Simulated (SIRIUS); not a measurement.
Input and output of a self-consistent single point for C (P6_3/mmc, 8 atoms in the cell; from Materials Project mp-48, lattice scaled a little) (SIRIUS).

All values come from this method and carry its errors: LDA (PW92), GBRV LDA ultrasoft pseudopotentials (plane waves; SIRIUS 7.12.0).

```yaml
crystal:
  lattice:
    - [2.50011, 0.00000, 0.00000]
    - [0.00000, 4.33031, 0.00000]
    - [0.00000, 0.00000, 7.90685]
  atoms:
    - { symbol: C, position: [0.00000, 0.00000, 0.25000] }
    - { symbol: C, position: [0.00000, 0.00000, 0.75000] }
    - { symbol: C, position: [0.00000, 0.33333, 0.25000] }
    - { symbol: C, position: [0.50000, 0.16667, 0.75000] }
    - { symbol: C, position: [0.50000, 0.50000, 0.25000] }
    - { symbol: C, position: [0.50000, 0.50000, 0.75000] }
    - { symbol: C, position: [0.50000, 0.83333, 0.25000] }
    - { symbol: C, position: [0.00000, 0.66667, 0.75000] }
```

Reference input (self-consistent single point, DFT, LDA (PW92), plane waves, GBRV LDA ultrasoft pseudopotentials): parameters.ngridk = 9 5 3; parameters.xc_functionals = [XC_LDA_X, XC_LDA_C_PW]; parameters.gk_cutoff = 6.325 1/bohr; parameters.pw_cutoff = 14.143 1/bohr; parameters.smearing = fermi_dirac; parameters.smearing_width = 0.00499791 Ha; potentials = GBRV LDA ultrasoft pseudopotentials; parameters.electronic_structure_method = pseudopotential; parameters.num_bands = 20; parameters.num_mag_dims = 0; parameters.num_dft_iter = 100; parameters.energy_tol = 1e-07 Ha. This run's input differs from it in these lines:

```diff
@@ -16,3 +16,3 @@
     "pw_cutoff": 14.143,
-    "ngridk": [9, 5, 3],
+    "ngridk": [5, 3, 2],
     "smearing": "fermi_dirac",
```

Output (repeated stretches shortened):

```
[find] density tolerance         : 1e-06
[find] total energy tolerance    : 1e-07
[find] iter_solver_tol (initial) : 0.01
[find] iter_solver_tol (target)  : 1e-13
[find] num_dft_iter              : 100
Charges and magnetic moments
--------------------------------------------------------------------------------
total charge          : 32.000000
[find] | SCF iteration   0 out of 100|
[diagonalize] iterative solver tolerance (occupied, empty): 0.01 0.01
[diagonalize] average number of iterations: 2
[find] Charges and magnetic moments
[find] total charge          : 32.000000
[find] Energy
[find] smearing (-TS)                 :      -0.00004986
   [... lines left out ...]

[find] Charges and magnetic moments
[find] total charge          : 32.000000
[find] Energy
[find] smearing (-TS)                 :      -0.00004686
[find] Total energy                   :     -46.09674439 (Ha),     -92.19348878 (Ry)
[find] Free energy (E-TS)             :     -46.09679125 (Ha),     -92.19358249 (Ry)
[find] band gap (eV)                  :       1.63579143
[find] Efermi                         :       0.17506760
[find] iteration : 11, RMS (target) : 4.3768e-07 (1.0000e-06) , energy difference (target) : -2.1252e-11 (1.0000e-07)
[find] bands are converged : true
[find] iterative solver converged : true
[find] converged after 12 SCF iterations!
[find] Charges and magnetic moments
[find] total charge          : 32.000000
[find] Energy
[find] smearing (-TS)                 :      -0.00004686
[find] Total energy                   :     -46.09674439 (Ha),     -92.19348878 (Ry)
[find] Free energy (E-TS)             :     -46.09679125 (Ha),     -92.19358249 (Ry)
[find] band gap (eV)                  :       1.63579143
[find] Efermi                         :       0.17506760
[ground_state] === stress tensor components [kbar] ===
[ground_state] === stress_total ===
[ground_state]   219.178646    0.000000    0.000000
[ground_state]     0.000000  236.065570    0.000000
[ground_state]     0.000000    0.000000   15.265333
[ground_state] ==== total Forces in Ha/bohr =====
   [... lines left out ...]
[ground_state] atom:    3, force:       0.0000000      0.0005197      0.0000000
[ground_state] atom:    4, force:       0.0000000      0.0004629     -0.0000000
[ground_state] atom:    5, force:      -0.0000000     -0.0004629      0.0000000
[ground_state] atom:    6, force:      -0.0000000     -0.0005197      0.0000000
[ground_state] atom:    7, force:       0.0000000      0.0005197      0.0000000
```

The run converged in 12 iterations. SIRIUS prints the stress tensor with tension positive. Against the reference run the free energy goes up by 6.7 meV/atom, the pressure stays near -15.68 GPa while the xx stress (positive for compression) goes from -23.12 to -21.92 GPa and the largest force goes from 0.041 to 0.027 eV/Å.

This run is one point of a test of settings, so its values need not be converged; read them against the reference run alone. The structure comes from a collection of computed structures, made at another level of theory; the collection holds predicted forms beside known ones. Its lattice was then scaled.

The gap that the log prints is read on the run's mesh, which can miss the band edges or a crossing.
